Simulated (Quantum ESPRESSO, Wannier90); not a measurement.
CaO (rock salt): Wannier90 run

Materials Project entry mp-2605; symmetrised, unrelaxed at this level. COD (Crystallography Open Database) has an entry of this formula and space group (matched by these alone). Level: PBEsol, no spin polarisation, no spin-orbit coupling; pw.x of Quantum ESPRESSO at 68 Ry with PseudoDojo potentials, 12×12×12 k-points, Wannier90. Density: 12×12×12 mesh, cold smearing 0.01 Ry.

On the energy scale of pw.x, whose zero is arbitrary, the valence-band maximum lies at 7.63 eV.

Input w.win:

```
num_bands = 18
num_wann = 10
exclude_bands = 1-4
num_iter = 0
conv_tol = 1.0e-6
conv_window = 4
dis_num_iter = 1000
dis_conv_tol = 1.0e-6
dis_froz_max = 12.69
write_hr = true
write_u_matrices = true
begin projections
Ca: s;d
O: s;p
end projections
begin unit_cell_cart
ang
    0.0000000000    2.4035550000    2.4035550000
    2.4035550000    0.0000000000    2.4035550000
    2.4035550000    2.4035550000    0.0000000000
end unit_cell_cart
begin atoms_frac
Ca   0.0000000000  0.0000000000  0.0000000000
O    0.5000000000  0.5000000000  0.5000000000
end atoms_frac
mp_grid = 12 12 12
begin kpoints
0.0000000000 0.0000000000 0.0000000000
0.0000000000 0.0000000000 0.0833333333
0.0000000000 0.0000000000 0.1666666667
... (1725 more lines: the 12x12x12 mesh through Gamma)
end kpoints
```

Input of pw2wannier90.x that gives the overlap and projection files (equivalent; here they were cut from one run over all bands):

```
&inputpp
  outdir = './out'
  prefix = 'pwscf'
  seedname = 'w'
  write_amn = .true.
  write_mmn = .true.
/
```

Output w.wout (banner and timings cut):

```
                                    ------
                                    SYSTEM
                                    ------

                              Lattice Vectors (Ang)
                    a_1     0.000000   2.403555   2.403555
                    a_2     2.403555   0.000000   2.403555
                    a_3     2.403555   2.403555   0.000000

                   Unit Cell Volume:      27.77104  (Ang^3)

                        Reciprocal-Space Vectors (Ang^-1)
                    b_1    -1.307061   1.307061   1.307061
                    b_2     1.307061  -1.307061   1.307061
                    b_3     1.307061   1.307061  -1.307061

 *----------------------------------------------------------------------------*
 |   Site       Fractional Coordinate          Cartesian Coordinate (Ang)     |
 +----------------------------------------------------------------------------+
 | ca   1   0.00000   0.00000   0.00000   |    0.00000   0.00000   0.00000    |
 | o    1   0.50000   0.50000   0.50000   |    2.40355   2.40355   2.40355    |
 *----------------------------------------------------------------------------*
                                ------------
                                K-POINT GRID
                                ------------

             Grid size = 12 x 12 x 12      Total points = 1728

 *---------------------------------- MAIN ------------------------------------*
 |  Number of Wannier Functions               :                10             |
 |  Number of Objective Wannier Functions     :                10             |
 |  Number of input Bloch states              :                18             |
 |  Output verbosity (1=low, 5=high)          :                 1             |
 |  Timing Level (1=low, 5=high)              :                 1             |
 |  Optimisation (0=memory, 3=speed)          :                 3             |
 |  Length Unit                               :               Ang             |
 |  Post-processing setup (write *.nnkp)      :                 F             |
 |  Using Gamma-only branch of algorithms     :                 F             |
 *----------------------------------------------------------------------------*
 *------------------------------- WANNIERISE ---------------------------------*
 |  Total number of iterations                :                 0             |
 |  Number of CG steps before reset           :                 5             |
 |  Trial step length for line search         :             2.000             |
 |  Convergence tolerence                     :         0.100E-05             |
 |  Convergence window                        :                 4             |
 |  Iterations between writing output         :                 1             |
 |  Iterations between backing up to disk     :               100             |
 |  Write r^2_nm to file                      :                 F             |
 |  Write xyz WF centres to file              :                 F             |
 |  Write on-site energies <0n|H|0n> to file  :                 F             |
 |  Use guiding centre to control phases      :                 F             |
 |  Use phases for initial projections        :                 F             |
 *----------------------------------------------------------------------------*
 *------------------------------- DISENTANGLE --------------------------------*
 |  Using band disentanglement                :                 T             |
 |  Total number of iterations                :              1000             |
 |  Mixing ratio                              :             0.500             |
 |  Convergence tolerence                     :         1.000E-06             |
 |  Convergence window                        :                 3             |
 *----------------------------------------------------------------------------*
 *-------------------------------- PLOTTING ----------------------------------*
 |  Plotting Hamiltonian in WF basis          :                 T             |
 *----------------------------------------------------------------------------*

       ... (k-mesh section left out)

 Starting a new Wannier90 calculation ...

 Reading overlaps from w.mmn

 Reading projections from w.amn

 *------------------------------- DISENTANGLE --------------------------------*
 +----------------------------------------------------------------------------+
 |                              Energy  Windows                               |
 |                              ---------------                               |
 |                   Outer:   -7.76114  to   38.03074  (eV)                   |
 |                   Inner:   -7.76114  to   12.69000  (eV)                   |
 +----------------------------------------------------------------------------+
   Number of target bands to extract:   10

                   Unitarised projection of Wannier functions
                   ------------------------------------------
   A_mn = <psi_m|g_n> --> S = A.A^+ --> U = S^-1/2.A
   In dis_project... done
   Using an inner window (linner = T)
   In dis_proj_froz... done

                   Extraction of optimally-connected subspace
                   ------------------------------------------
 +---------------------------------------------------------------------+<-- DIS
 |  Iter     Omega_I(i-1)      Omega_I(i)      Delta (frac.)           |<-- DIS
 +---------------------------------------------------------------------+<-- DIS
       1      11.09582329      10.75403779       3.178E-02    <-- DIS
       2      10.76393215      10.66212425       9.549E-03    <-- DIS
       3      10.68748916      10.60308513       7.960E-03    <-- DIS
       4      10.62352173      10.55973343       6.041E-03    <-- DIS
       5      10.57408380      10.52648862       4.521E-03    <-- DIS
       6      10.53611254      10.50018888       3.421E-03    <-- DIS
       ... (lines left out)
     101      10.31644240      10.31653448      -8.926E-06    <-- DIS
       ... (lines left out)
     186      10.31617782      10.31618791      -9.787E-07    <-- DIS
     187      10.31617789      10.31618771      -9.512E-07    <-- DIS
     188      10.31617797      10.31618751      -9.245E-07    <-- DIS

             <<<      Delta < 1.000E-06  over  3 iterations     >>>
             <<< Disentanglement convergence criteria satisfied >>>

        Final Omega_I    10.31618751 (Ang^2)

 +----------------------------------------------------------------------------+

 Writing checkpoint file w.chk... done

 *------------------------------- WANNIERISE ---------------------------------*
 +--------------------------------------------------------------------+<-- CONV
 | Iter  Delta Spread     RMS Gradient      Spread (Ang^2)            |<-- CONV
 +--------------------------------------------------------------------+<-- CONV

 ------------------------------------------------------------------------------
 Initial State
  WF centre and spread    1  ( -0.000010, -0.000010,  0.000007 )     2.91379274
  WF centre and spread    2  ( -0.000035, -0.000023,  0.000001 )     0.90790936
  WF centre and spread    3  (  0.000070,  0.000000, -0.000017 )     1.19642428
  WF centre and spread    4  (  0.000000,  0.000039,  0.000019 )     1.19644988
  WF centre and spread    5  (  0.000032,  0.000021,  0.000001 )     0.90789501
  WF centre and spread    6  ( -0.000075, -0.000045,  0.000000 )     1.19648487
  WF centre and spread    7  (  2.403555,  2.403555,  2.403555 )     1.07821175
  WF centre and spread    8  (  2.403560,  2.403558,  2.403556 )     0.76838853
  WF centre and spread    9  (  2.403554,  2.403552,  2.403554 )     0.76838228
  WF centre and spread   10  (  2.403550,  2.403554,  2.403556 )     0.76838424
  Sum of centres and spreads (  9.614202,  9.614201,  9.614231 )    11.70232296

      0     0.117E+02     0.0000000000       11.7023230145  <-- CONV
        O_D=      0.0000001 O_OD=      1.3861355 O_TOT=     11.7023230 <-- SPRD
 ------------------------------------------------------------------------------
 Final State
  WF centre and spread    1  ( -0.000010, -0.000010,  0.000007 )     2.91379274
  WF centre and spread    2  ( -0.000035, -0.000023,  0.000001 )     0.90790936
  WF centre and spread    3  (  0.000070,  0.000000, -0.000017 )     1.19642428
  WF centre and spread    4  (  0.000000,  0.000039,  0.000019 )     1.19644988
  WF centre and spread    5  (  0.000032,  0.000021,  0.000001 )     0.90789501
  WF centre and spread    6  ( -0.000075, -0.000045,  0.000000 )     1.19648487
  WF centre and spread    7  (  2.403555,  2.403555,  2.403555 )     1.07821175
  WF centre and spread    8  (  2.403560,  2.403558,  2.403556 )     0.76838853
  WF centre and spread    9  (  2.403554,  2.403552,  2.403554 )     0.76838228
  WF centre and spread   10  (  2.403550,  2.403554,  2.403556 )     0.76838424
  Sum of centres and spreads (  9.614202,  9.614201,  9.614231 )    11.70232296

         Spreads (Ang^2)       Omega I      =    10.316187509
        ================       Omega D      =     0.000000054
                               Omega OD     =     1.386135451
    Final Spread (Ang^2)       Omega Total  =    11.702323014
```
